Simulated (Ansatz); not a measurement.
Sb:
```xyz
4
Lattice="-3.3080 3.3080 3.3080 3.3080 -3.3080 3.3080 3.3080 3.3080 -3.3080" Properties=species:S:1:pos:R:3 pbc="T T T"
Sb    -2.2858     2.2858     2.2858
Sb     2.2858    -2.2858     2.2858
Sb     2.2858     2.2858    -2.2858
Sb     1.0222     1.0222     1.0222
```

Relaxed with PBE+D3(BJ). Special points in fractions of this cell's reciprocal vectors: Γ (0.000, 0.000, 0.000); H (0.500, -0.500, 0.500); N (0.000, 0.000, 0.500); P (0.250, 0.250, 0.250).

Problem. List the band energies nearest the valence-band maximum at these points for the program Ansatz at the PBE+D3(BJ) level (PAW).

Solution. In eV from the valence-band maximum; about four levels below and three above (degenerate sets whole), none deeper than 8.9 eV; points with the same levels are listed once.

| k | below | above |
|---|---|---|
| Γ | -2.85 -2.85 -2.85 0.00 0.00 | 0.15 0.15 0.15 |
| H | -1.78 -0.51 -0.51 -0.51 | 1.76 1.76 1.76 |
| N | -1.37 -0.74 -0.27 -0.27 | 0.77 1.60 2.48 |
| P | -1.93 -1.93 -1.93 -0.65 -0.65 | 2.09 2.09 2.09 |

Space group I-43m. The start of the workflow was typed in or built on a structure type; neither database checked (COD, Materials Project) lists it. It is not the phase usual at ambient conditions (space group No. 166). The PBE+D3(BJ) relaxation kept the symmetry of its start; its stability against distortions is not shown here. Scalar-relativistic: spin–orbit coupling is off unless named, which matters more the heavier the elements.

Potentials: the later of the program's two PAW sets.
